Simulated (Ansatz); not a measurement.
PbClF:
```
CELL_PARAMETERS angstrom
      4.01477     0.00000     0.00000
      0.00000     4.01477     0.00000
      0.00000     0.00000     7.06985
ATOMIC_POSITIONS crystal
  Pb 0.00000 0.50000 0.79196
  Pb 0.50000 0.00000 0.20804
  Cl 0.50000 0.00000 0.64678
  Cl 0.00000 0.50000 0.35322
  F  0.50000 0.50000 0.00000
  F  0.00000 0.00000 0.00000
```

Relaxed with LDA.

### Question
Map the electron localisation function on the plane through (0.000, 0.500, 0.792) spanned by u = [1, 0, 0] and v = [0, 0, 1] in lattice vectors, from LDA (plane waves, PAW; program Ansatz).

### Answer
x is the fraction of u, y of v (the angle between them is 90°; rows are the nearest grid lines); atoms in the plane: Pb at (0.00, 0.00), Cl at (0.00, 0.56), F at (0.50, 0.21).
```
|   :==-.     .-==:   |
|  :=+=-.     .-=+=:  |
|:-=++=:.     .:=++=-:|
|====-:.       .:-====|
|---:..         ..:---|
|....             ....|
|+==-:.         .:-==+|
|@@@@%*-.     .-*%@@@@|
|@@@@@#+:     :+#@@@@@|
|+#%@@@#=.   .=#@@@%#+|
|:=#@@@#=.   .=#@@@#=:|
|*#@@@@#-.   .-#@@@@#*|
|@@@@@%+:     :+%@@@@@|
|@@@%#=.       .=#%@@@|
|%%#*-.         .-*#%%|
|::.    :-+++-:    .::|
|      :+#%%%#+:      |
|    .-#%@%%%@%#-.    |
|    .=#@%#+#%@#=.    |
|--:..:*@@%#%@@*:..:--|
|===:..=%@@%@@%=..:===|
|:-===:.:=*#*=:.:===-:|
|  :==-...:-:...-==:  |
|   :==-.     .-==:   |
```
Scale: ten equal steps from 0.003 (start of ' ') to 0.882 (end of '@'), in the order ' .:-=+*#%@'; x runs from 0.000 to 1.00, y from 0.000 (bottom) to 1.00 (top).

The density is the valence pseudo-density with augmentation charge, so density and ELF within about 1 Å of a nucleus are not all-electron values.

Space group P4/nmm. The workflow started from a Materials Project entry (that database holds measured and hypothetical structures alike); the Crystallography Open Database files this formula in space group No. 129, but the cells were not matched. Whether it is the stable phase at ambient conditions was not checked. The cell was relaxed with LDA under the symmetry of its start; its stability against distortions is not shown here. A crystal of weakly bound layers computed without a dispersion correction: the cell and the soft elastic constants depend strongly on that. Scalar-relativistic: spin–orbit coupling is off unless named, which matters more the heavier the elements.

Potentials: the later of the program's two PAW sets.
